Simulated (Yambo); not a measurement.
Yambo run on RbCl (CsCl type, space group Pm-3m, No. 221). The wavefunctions come from this Quantum ESPRESSO step (PBEsol, PseudoDojo standard norm-conserving files, scalar-relativistic):

```
&CONTROL
  calculation = 'nscf'
  pseudo_dir = './pseudo'
  outdir = './out'
/
&SYSTEM
  ibrav = 0
  nat = 2
  ntyp = 2
  ecutwfc = 58.0
  ecutrho = 232.0
  occupations = 'fixed'
  force_symmorphic = .true.
  nbnd = 136
/
&ELECTRONS
  conv_thr = 2e-09
  diago_full_acc = .true.
  diago_thr_init = 1e-08
/
ATOMIC_SPECIES
Cl 35.4500 Cl.upf
Rb 85.4678 Rb.upf
CELL_PARAMETERS angstrom
  3.886078215000   0.000000000000   0.000000000000
  0.000000000000   3.886078215000   0.000000000000
  0.000000000000   0.000000000000   3.886078215000
ATOMIC_POSITIONS crystal
Cl   0.500000000000   0.500000000000   0.500000000000
Rb   0.000000000000   0.000000000000   0.000000000000
K_POINTS automatic
4 4 4 0 0 0
```

Yambo input:

```
rim_cut
gw0
dyson
el_el_corr
HF_and_locXC
ppa
em1d
RandQpts= 1000000
RandGvec= 1 Ry
EXXRLvcs= 58 Ry
VXCRLvcs= 232 Ry
Chimod= "HARTREE"
% BndsRnXp
 1 | 134 |
%
NGsBlkXp= 10 Ry
% LongDrXp
 1.0 | 1.0 | 1.0 |
%
PPAPntXp= 27.2114 eV
% GbndRnge
 1 | 134 |
%
GTermKind= "BG"
DysSolver= "n"
ExtendOut
% QPkrange
 1 | 1 | 8 | 9 |
 3 | 3 | 8 | 9 |
 6 | 6 | 8 | 9 |
 10 | 10 | 8 | 9 |
%
```

k points by index: 1 = Γ, 3 = X, 6 = M, 10 = R.

Resulting energies as the program prints them:

```
#    K-point    Band    Eo [eV]    E [eV]    E-Eo [eV]    Vxc [eV]    Vnlxc [eV]    Sc|Eo [eV]    Sc|E [eV]    dSc/dw|Eo [eV]    Re(Z)    Im(Z)
#
    1    8    -0.089759    -2.192351    -2.102592    -14.12173    -18.62739    1.912089    2.403065    -6.353663    0.810703    -0.001524
    1    9    4.941370    5.763654    0.822284    -8.274343    -3.990597    -3.335496    -3.461462    -4.168097    0.867170    -0.867459E-3
    3    8    -0.224802    -2.321442    -2.096640    -13.86488    -18.39107    1.937612    2.429557    -6.384288    0.809964    -0.001497
    3    9    7.502870    8.720583    1.217713    -8.421577    -3.554043    -3.465652    -3.649821    -4.114862    0.868642    -0.001551
    6    8    0.000000    -2.092084    -2.092084    -14.16986    -18.67478    1.923785    2.412836    -6.360580    0.810536    -0.001461
    6    9    6.086799    7.103655    1.016856    -8.060251    -3.644524    -3.248041    -3.398871    -4.035926    0.870838    -0.848189E-3
    10    8    -1.336782    -3.478102    -2.141321    -12.66174    -17.44946    2.090569    2.646405    -7.060165    0.793955    -0.005532
    10    9    9.665043    10.76838    1.103334    -9.001392    -4.187804    -3.567484    -3.710254    -3.428713    0.885473    -0.048200
```
(The two width columns are left out.) Convergence of these settings isn't established.

Geometry relaxed with PBEsol.

This is not the ordinary phase of the substance.
